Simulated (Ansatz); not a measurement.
A relaxation computed with Ansatz, from input to last step.

```yaml
crystal:
  lattice:
    - [6.45291416, 0.0, 0.0]
    - [0.0, 6.45291416, 0.0]
    - [0.0, 0.0, 6.45291416]
  atoms:
    - { symbol: Ti, position: [0.4987812451, 0.4955277366, 0.5038683011] }
    - { symbol: V, position: [0.000767159, 0.5008411604, 0.5036126773] }
    - { symbol: Nb, position: [0.9965896317, 0.0037229962, 0.996330579] }
    - { symbol: Nb, position: [0.4975137036, 0.9979213717, 0.0043066122] }
    - { symbol: Nb, position: [0.994354515, 0.0012640465, 0.4966694144] }
    - { symbol: Hf, position: [0.9963117858, 0.5059066909, 0.9977798694] }
    - { symbol: W, position: [0.2438513727, 0.2449284266, 0.2472918579] }
    - { symbol: W, position: [0.5002488534, 0.4974533586, 0.999792798] }
    - { symbol: W, position: [0.5036610244, 0.0037503504, 0.5002482527] }
    - { symbol: W, position: [0.7526456967, 0.2432932685, 0.2469643487] }
    - { symbol: W, position: [0.249418031, 0.7443209764, 0.249518014] }
    - { symbol: W, position: [0.2480296452, 0.2541560984, 0.7525886912] }
    - { symbol: W, position: [0.7509873212, 0.7520882682, 0.2512827509] }
    - { symbol: W, position: [0.7442480802, 0.2485638854, 0.7495020555] }
    - { symbol: W, position: [0.2489171525, 0.7566486687, 0.7475696423] }
    - { symbol: W, position: [0.7489643677, 0.7501387134, 0.749296395] }
  symmetry: { detect: false }
basis:
  ecutwfc: 420
kpoints:
  mp_grid: { grid: [2, 2, 2], shift: [0.5, 0.5, 0.5] }
hamiltonian:
  xc: pbe
scf:
  occupations: { method: gaussian, width: 0.1 }
  lower_state_search: "off"
output:
  forces: true
  stress: true
  eigenvalues: true
relax:
  adjacent_minimum: "off"
  f_tol: 0.04
  max_steps: 50
  cell: { stress_tol: 0.3 }
```

```bash
ansatz run input.yaml --threads 4 --pin off --max-ram 9216MiB --backend cpu --events-out ev --progress --plain --runs-dir out
```

Level of theory: DFT PBE, scalar-relativistic, plane waves, PAW (Ansatz).

Of 15 frames 10 are shown, positions in Å and forces in eV/Å; the SCF threshold varies from step to step. Steps run on the plane waves of an earlier cell, with a Pulay correction in the pressure. The basis is chosen afresh for the last frame, the zero of the energies, and can be on the way; energy and pressure step there, also at an unchanged geometry. The mark taken_back stands on steps that the optimiser undid.

```xyz
16
Lattice="6.4529 0.0000 0.0000 0.0000 6.4529 0.0000 0.0000 0.0000 6.4529" Properties=species:S:1:pos:R:3:forces:R:3 pbc="T T T" step=1 free_energy_over_end_meV_per_atom=22.66 pressure_GPa=-0.54
Ti    3.2186    3.1976    3.2514   -0.0070    0.0480   -0.1030
V     0.0050    3.2319    3.2498    0.0960    0.0760   -0.1810
Nb    6.4309    0.0240    6.4292    0.2140   -0.2290   -0.0800
Nb    3.2104    6.4395    0.0278   -0.1060    0.0020   -0.3650
Nb    6.4165    0.0082    3.2050    0.5330   -0.1480    0.3210
Hf    6.4291    3.2646    6.4386    0.0950   -0.3690    0.0350
W     1.5736    1.5805    1.5958    0.5710    0.2080    0.5880
W     3.2281    3.2100    6.4516   -0.1400    0.2100    0.1020
W     3.2501    0.0242    3.2281   -0.5090   -0.4230    0.0040
W     4.8568    1.5700    1.5936   -0.6260   -0.0630    0.6020
W     1.6095    4.8030    1.6101    0.5810    0.4350    0.6810
W     1.6005    1.6400    4.8564    0.5170   -0.5060   -0.6580
W     4.8461    4.8532    1.6215   -0.7400    0.0970    0.4570
W     4.8026    1.6040    4.8365   -0.3660    0.1410   -0.4410
W     1.6062    4.8826    4.8240    0.3520    0.2070   -0.4410
W     4.8330    4.8406    4.8351   -0.4640    0.3120   -0.5210
16
Lattice="6.4811 -0.0019 0.0028 -0.0019 6.4396 -0.0022 0.0028 -0.0022 6.4471" Properties=species:S:1:pos:R:3:forces:R:3 pbc="T T T" step=3 free_energy_over_end_meV_per_atom=7.55 pressure_GPa=-0.66
Ti    3.2285    3.2060    3.2397   -0.0070    0.0390   -0.0660
V     0.0143    3.2310    3.2232   -0.0110   -0.0480    0.0020
Nb    6.4659    0.0169    6.4337    0.0330   -0.0820    0.0410
Nb    3.2256    6.4350   -0.0033   -0.0470   -0.0250    0.0190
Nb    6.4711   -0.0033    3.2193    0.1180   -0.0180    0.0200
Hf    6.4649    3.2155    6.4497    0.0070    0.0630   -0.0040
W     1.6272    1.5953    1.6371    0.0460    0.0980    0.1070
W     3.2325    3.2141    6.4456   -0.0150    0.0290    0.0650
W     3.2429   -0.0082    3.2316   -0.1990   -0.0340   -0.1170
W     4.8306    1.5580    1.6425   -0.0520   -0.0890    0.0460
W     1.6463    4.8180    1.6352    0.1940    0.0670    0.2200
W     1.6460    1.6033    4.8095    0.1590   -0.2720   -0.1320
W     4.8171    4.8481    1.6431   -0.1920    0.1530    0.0380
W     4.8060    1.6159    4.7934   -0.0570   -0.0190   -0.0330
W     1.6245    4.8662    4.8067    0.0690    0.1380   -0.1160
W     4.8387    4.8321    4.8046   -0.0460    0.0000   -0.0910
16
Lattice="6.3883 0.0035 0.0039 0.0035 6.5174 0.0003 0.0039 0.0003 6.4200" Properties=species:S:1:pos:R:3:forces:R:3 pbc="T T T" step=4 free_energy_over_end_meV_per_atom=8.21 pressure_GPa=1.36 taken_back
Ti    3.1881    3.2563    3.2097    0.0600   -0.0240    0.0610
V     0.0032    3.2526    3.2137   -0.0350    0.0060    0.0320
Nb    6.3810    0.0015    6.4208   -0.0680    0.0620   -0.0250
Nb    3.1807    6.5218   -0.0008    0.0830    0.0190   -0.0370
Nb    6.3900   -0.0005    3.2101   -0.1990    0.0640   -0.0110
Hf    6.3856    3.2713    6.4276   -0.0550   -0.0440   -0.0460
W     1.5895    1.6839    1.6627   -0.2640    0.0250   -0.1960
W     3.1850    3.2654    6.4244    0.0920   -0.0540   -0.0700
W     3.1772   -0.0031    3.2021    0.2340    0.1230    0.1210
W     4.7677    1.5536    1.6381    0.2950    0.2300   -0.0550
W     1.6618    4.8600    1.6788   -0.2870   -0.2650   -0.3180
W     1.6757    1.5396    4.7937   -0.2860    0.3880    0.2370
W     4.6937    4.9775    1.6183    0.3410   -0.2440   -0.1180
W     4.7280    1.6582    4.7611    0.0870    0.2310    0.0590
W     1.6084    4.9643    4.7779   -0.2980   -0.2490    0.1330
W     4.7805    4.8572    4.7569    0.3010   -0.2680    0.2320
16
Lattice="6.4572 0.0310 0.0000 0.0310 6.4622 0.0077 0.0000 0.0077 6.4248" Properties=species:S:1:pos:R:3:forces:R:3 pbc="T T T" step=6 free_energy_over_end_meV_per_atom=3.14 pressure_GPa=0.43
Ti    3.2397    3.2481    3.2102    0.0020   -0.0140    0.0580
V     0.0089    3.2205    3.2253    0.0040    0.0780   -0.0010
Nb    6.4458    0.0340    6.4225   -0.0250    0.0620    0.0000
Nb    3.2438    6.4811    0.0032    0.0590    0.0100   -0.0100
Nb    6.4521    0.0329    3.2106   -0.1170    0.0200   -0.0190
Hf    6.4628    3.2789    6.4287    0.0070   -0.0740   -0.0040
W     1.5933    1.6954    1.6557   -0.0710   -0.0810   -0.1570
W     3.2324    3.2577    6.4327    0.0440   -0.0150   -0.0780
W     3.2115    0.0186    3.2037    0.1660    0.0510    0.0980
W     4.8421    1.5652    1.6409    0.1360    0.1740    0.0100
W     1.7036    4.8084    1.6884   -0.1350   -0.1380   -0.2320
W     1.6972    1.5436    4.8082   -0.1730    0.3210    0.1780
W     4.7675    4.9574    1.6151    0.1650   -0.2200   -0.0930
W     4.7744    1.6927    4.7558   -0.0020    0.0870    0.0430
W     1.6298    4.9346    4.7820   -0.1610   -0.1970    0.0560
W     4.8682    4.8176    4.7724    0.1010   -0.0640    0.1530
16
Lattice="6.4570 0.0428 -0.0055 0.0428 6.4603 0.0115 -0.0055 0.0115 6.4302" Properties=species:S:1:pos:R:3:forces:R:3 pbc="T T T" step=7 free_energy_over_end_meV_per_atom=1.80 pressure_GPa=0.12
Ti    3.2428    3.2545    3.2153   -0.0240    0.0120    0.0080
V     0.0158    3.2337    3.2281   -0.0060   -0.0090   -0.0140
Nb    6.4395    0.0526    6.4236   -0.0200    0.0320   -0.0230
Nb    3.2566    6.4833    0.0039    0.0350   -0.0020    0.0050
Nb    6.4459    0.0469    3.2068   -0.0440    0.0330    0.0050
Hf    6.4617    3.2886    6.4301    0.0140   -0.0350    0.0080
W     1.5965    1.6889    1.6431   -0.0690   -0.0060   -0.0750
W     3.2343    3.2653    6.4352    0.0090   -0.0200   -0.0330
W     3.2116    0.0258    3.2071    0.0740    0.0290    0.0480
W     4.8476    1.5807    1.6442    0.0960    0.0470    0.0630
W     1.7071    4.8074    1.6832   -0.0010   -0.0600   -0.0510
W     1.6864    1.5646    4.8146   -0.0150    0.0930    0.1240
W     4.7845    4.9526    1.6158    0.0280   -0.0640   -0.0890
W     4.7707    1.7070    4.7563   -0.0460    0.0340   -0.0290
W     1.6265    4.9315    4.7856   -0.0960   -0.0530   -0.0350
W     4.8759    4.8302    4.7883    0.0640   -0.0320    0.0860
16
Lattice="6.4655 0.0644 -0.0219 0.0644 6.4486 0.0306 -0.0219 0.0306 6.4401" Properties=species:S:1:pos:R:3:forces:R:3 pbc="T T T" step=9 free_energy_over_end_meV_per_atom=0.80 pressure_GPa=-0.32
Ti    3.2436    3.2728    3.2237   -0.0010   -0.0010   -0.0020
V     0.0171    3.2387    3.2347   -0.0070    0.0090    0.0010
Nb    6.4301    0.0972    6.4132    0.0180   -0.0140    0.0260
Nb    3.2867    6.4806    0.0179   -0.0190   -0.0080    0.0030
Nb    6.4432    0.0811    3.1966    0.0360   -0.0260   -0.0060
Hf    6.4663    3.3194    6.4345   -0.0110    0.0030   -0.0120
W     1.5943    1.6855    1.6236    0.0060   -0.0020   -0.0220
W     3.2342    3.2864    6.4444   -0.0200    0.0160    0.0100
W     3.2128    0.0467    3.2079   -0.0410   -0.0180   -0.0080
W     4.8732    1.6126    1.6640   -0.0020   -0.0090    0.0740
W     1.7280    4.8023    1.6916    0.0290    0.0780    0.1540
W     1.6840    1.5906    4.8383    0.0210   -0.0130    0.0430
W     4.8047    4.9550    1.6099   -0.0280    0.0000   -0.0710
W     4.7564    1.7431    4.7487    0.0180   -0.0720   -0.0960
W     1.6135    4.9298    4.7836    0.0170    0.0270   -0.0900
W     4.8947    4.8551    4.8246   -0.0160    0.0320   -0.0030
16
Lattice="6.4570 0.0588 -0.0316 0.0588 6.4483 0.0394 -0.0316 0.0394 6.4396" Properties=species:S:1:pos:R:3:forces:R:3 pbc="T T T" step=10 free_energy_over_end_meV_per_atom=0.37 pressure_GPa=-0.04
Ti    3.2291    3.2729    3.2265    0.0160    0.0060   -0.0320
V     0.0065    3.2465    3.2357   -0.0070   -0.0260    0.0090
Nb    6.4150    0.1006    6.4048   -0.0040   -0.0120   -0.0030
Nb    3.2761    6.4778    0.0228    0.0160   -0.0100   -0.0020
Nb    6.4319    0.0763    3.1837    0.0130    0.0240    0.0400
Hf    6.4439    3.3233    6.4277    0.0020   -0.0080   -0.0110
W     1.5882    1.6770    1.6145    0.0200    0.0520   -0.0250
W     3.2168    3.2919    6.4416   -0.0150    0.0140    0.0260
W     3.2049    0.0485    3.2044   -0.0420   -0.0160   -0.0160
W     4.8681    1.6206    1.6747   -0.0330   -0.0300    0.0230
W     1.7198    4.8066    1.7002    0.0220    0.0500    0.1450
W     1.6730    1.5977    4.8447    0.0100   -0.0290    0.0250
W     4.7905    4.9518    1.6015   -0.0160   -0.0140   -0.0490
W     4.7434    1.7388    4.7399    0.0150   -0.0260   -0.1090
W     1.5962    4.9258    4.7731    0.0330    0.0420   -0.0410
W     4.8767    4.8673    4.8307   -0.0300   -0.0160    0.0190
16
Lattice="6.4548 0.0394 -0.0505 0.0394 6.4490 0.0410 -0.0505 0.0410 6.4364" Properties=species:S:1:pos:R:3:forces:R:3 pbc="T T T" step=12 free_energy_over_end_meV_per_atom=-0.01 pressure_GPa=0.13
Ti    3.2117    3.2637    3.2125    0.0000    0.0010   -0.0010
V    -0.0175    3.2457    3.2361    0.0030   -0.0070    0.0040
Nb    6.3965    0.0807    6.3866   -0.0170   -0.0010   -0.0270
Nb    3.2566    6.4689    0.0157    0.0150    0.0080   -0.0150
Nb    6.4217    0.0594    3.1646   -0.0250    0.0100    0.0320
Hf    6.4129    3.3057    6.4040    0.0010   -0.0040    0.0010
W     1.5836    1.6730    1.6026   -0.0080    0.0070   -0.0330
W     3.1847    3.2860    6.4302    0.0190   -0.0120   -0.0090
W     3.1928    0.0394    3.1925    0.0110    0.0150    0.0040
W     4.8529    1.6092    1.6659    0.0050    0.0030    0.0040
W     1.6951    4.8087    1.7151   -0.0020   -0.0090    0.0070
W     1.6522    1.5940    4.8453    0.0120    0.0140    0.0140
W     4.7701    4.9354    1.5792    0.0070   -0.0150   -0.0180
W     4.7308    1.7196    4.7096   -0.0250    0.0100   -0.0180
W     1.5719    4.9195    4.7575   -0.0210    0.0110    0.0160
W     4.8391    4.8596    4.8214    0.0220   -0.0300    0.0390
16
Lattice="6.4543 0.0439 -0.0501 0.0439 6.4528 0.0437 -0.0501 0.0437 6.4384" Properties=species:S:1:pos:R:3:forces:R:3 pbc="T T T" step=13 free_energy_over_end_meV_per_atom=-0.04 pressure_GPa=-0.07
Ti    3.2138    3.2702    3.2145    0.0000    0.0020   -0.0010
V    -0.0137    3.2490    3.2398    0.0020   -0.0060   -0.0030
Nb    6.3950    0.0876    6.3873   -0.0030    0.0000   -0.0010
Nb    3.2610    6.4754    0.0176    0.0030   -0.0090   -0.0010
Nb    6.4195    0.0658    3.1677   -0.0010    0.0030    0.0020
Hf    6.4159    3.3141    6.4088    0.0000   -0.0020   -0.0010
W     1.5844    1.6760    1.6010   -0.0040    0.0050    0.0080
W     3.1889    3.2919    6.4337    0.0000    0.0040    0.0020
W     3.1927    0.0436    3.1936   -0.0060    0.0000   -0.0080
W     4.8543    1.6121    1.6653    0.0010    0.0010    0.0150
W     1.6986    4.8127    1.7182    0.0000   -0.0010    0.0130
W     1.6543    1.5999    4.8476    0.0000   -0.0030   -0.0030
W     4.7738    4.9412    1.5814    0.0000   -0.0020    0.0070
W     4.7290    1.7279    4.7106    0.0090    0.0050   -0.0070
W     1.5739    4.9282    4.7645    0.0010    0.0040   -0.0170
W     4.8441    4.8642    4.8283   -0.0020    0.0000   -0.0060
16
Lattice="6.4548 0.0436 -0.0513 0.0436 6.4501 0.0448 -0.0513 0.0448 6.4376" Properties=species:S:1:pos:R:3:forces:R:3 pbc="T T T" step=15 free_energy_over_end_meV_per_atom=0.00 pressure_GPa=0.03
Ti    3.2130    3.2694    3.2142    0.0020    0.0010    0.0000
V    -0.0140    3.2468    3.2391   -0.0010    0.0100    0.0060
Nb    6.3938    0.0884    6.3851    0.0010    0.0000    0.0030
Nb    3.2616    6.4720    0.0181   -0.0070    0.0020    0.0000
Nb    6.4191    0.0665    3.1666    0.0040   -0.0060   -0.0060
Hf    6.4152    3.3136    6.4072    0.0020   -0.0010    0.0010
W     1.5838    1.6755    1.6005    0.0040    0.0000    0.0000
W     3.1879    3.2918    6.4329   -0.0020    0.0020    0.0020
W     3.1921    0.0444    3.1920   -0.0050   -0.0030    0.0000
W     4.8546    1.6129    1.6663   -0.0030   -0.0080   -0.0050
W     1.6975    4.8109    1.7198    0.0050    0.0000   -0.0010
W     1.6535    1.6003    4.8473    0.0000   -0.0030    0.0000
W     4.7741    4.9382    1.5816   -0.0050    0.0040   -0.0010
W     4.7292    1.7283    4.7085    0.0010   -0.0020    0.0040
W     1.5725    4.9264    4.7626    0.0050    0.0020   -0.0020
W     4.8432    4.8630    4.8279   -0.0020    0.0010    0.0000
```

The run took 93 s on 4 threads of Intel(R) Xeon(R) Platinum 8375C CPU @ 2.90GHz (Ice Lake), on a shared host, peak memory 1.1 GiB.

The k mesh is coarse. Spin–orbit coupling is left out, which can shift energies with elements as heavy as these. Spin polarisation was left out, and a magnetic state may lie lower.